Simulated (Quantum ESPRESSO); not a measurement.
# Moving one atom in AlMgGeGaAs4

Calculated results; nothing here was measured. They come from pw.x of Quantum ESPRESSO 7.5, a plane-wave density functional program, with PseudoDojo standard norm-conserving files (v0.5 for PBE, v0.4.1 for LDA and PBEsol). The cells are made up: elements, strain and atom displacements were drawn at random, and nothing was relaxed. There is no spin polarisation, spin-orbit coupling or dispersion term.

The cell has 8 sites of a zincblende or diamond lattice. Sites 1 to 4 hold Al Mg Ge Ga; sites 5 to 8 hold As As As As. Cell vectors in Å: (5.542, 0.049, -0.024); (0.049, 5.651, 0.057); (-0.024, 0.057, 5.482). Settings: PBE, cutoff 1143 eV, 6 x 6 x 6 k mesh shifted by half a step, Fermi-Dirac smearing of 0.1 eV.

Each run shifts the As atom on site 6 along y and leaves all else fixed. Site 2 is one of its nearest neighbours. E is the free energy of the cell above the lowest run shown.

```
run,shift (Å),Fy on site 6 (eV/Å),Fy on site 2 (eV/Å),P (GPa),E (meV)
1,-0.0674,0.491,0.403,10.91,5.0
2,-0.0082,-0.322,0.568,10.95,0.0
3,0.0075,-0.538,0.611,10.97,6.8
4,0.0162,-0.658,0.634,10.98,12.0
5,0.0500,-1.121,0.723,11.05,42.1
7,0.0817,-1.551,0.803,11.14,84.5
6,0.0596,?,?,?,?
```

A rerun of one of these cells at 1437 eV and k mesh 8 x 8 x 8 moved values by no more than 0.005 eV in the cell's energy, 0.02 GPa in stress and 0.005 eV/Å in force.

## Worked fit

A parabola through the six runs shown gives Fy on site 6 = -0.436 - 13.71 u + 0.6 u² eV/Å, with u in Å and a scatter of 0.002 eV/Å. Minus the slope, 13.71 ± 0.06 eV/Å², is this atom's force constant along y at u = 0, with its periodic images moving too. The fitted force vanishes at u = -0.032 Å, where the energy should be lowest along this line. The error is the larger of the fit's own and the change that a cubic makes, rounded up.

## Withheld run

Question: what Fy on site 6 should run 6 give?

The fit gives -1.251 eV/Å. The calculation gave -1.252 eV/Å.

```
run  shift (Å)  Fy on site 6 (eV/Å)  Fy on site 2 (eV/Å)  P (GPa)  E (meV)
  6     0.0596               -1.252                0.748    11.07     53.5
```